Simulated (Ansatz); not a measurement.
Starting structure of a cell relaxation (symmetry kept):

```cif
data_structure
_symmetry_space_group_name_H-M 'P4/nmm:1'
_symmetry_Int_Tables_number 129
_cell_length_a 3.8855
_cell_length_b 3.8855
_cell_length_c 7.3489
_cell_angle_alpha 90.000
_cell_angle_beta 90.000
_cell_angle_gamma 90.000
_cell_volume 110.95
loop_
_atom_site_label
_atom_site_type_symbol
_atom_site_symmetry_multiplicity
_atom_site_Wyckoff_symbol
_atom_site_fract_x
_atom_site_fract_y
_atom_site_fract_z
_atom_site_occupancy
Bi1 Bi 2 c 0.50000 0.00000 0.32904 1
Cl1 Cl 2 c 0.00000 0.50000 0.14720 1
O1 O 2 b 0.00000 0.00000 0.50000 1
```

The calculation used Ansatz 0.2.0, DFT PBEsol, scalar-relativistic, plane waves, PAW.

Cutoff 420 eV; k points 6×6×4 on the computed 6-atom cell (Γ-centred); Gaussian smearing, width 0.02 eV; no spin polarisation.

**Question.** What does it relax to?

**Answer.** The volume drops by 0.02 Å³/atom to 18.47 Å³/atom, and the energy falls by 0.3 meV/atom. Final structure:
```
CELL_PARAMETERS angstrom
3.87926 0.00000 0.00000
0.00000 3.87926 0.00000
0.00000 0.00000 7.36392
ATOMIC_POSITIONS crystal
Bi 0.50000 0.00000 0.32869
Bi 0.00000 0.50000 0.67131
Cl 0.00000 0.50000 0.14951
Cl 0.50000 0.00000 0.85049
O 0.00000 0.00000 0.50000
O 0.50000 0.50000 0.50000
```

Spin–orbit coupling is left out, which can shift energies with elements as heavy as these.

Cost: 1 run of about 0.8 core-minutes, on Intel Xeon Platinum 8259CL (Skylake/Cascade Lake) (shared hosts).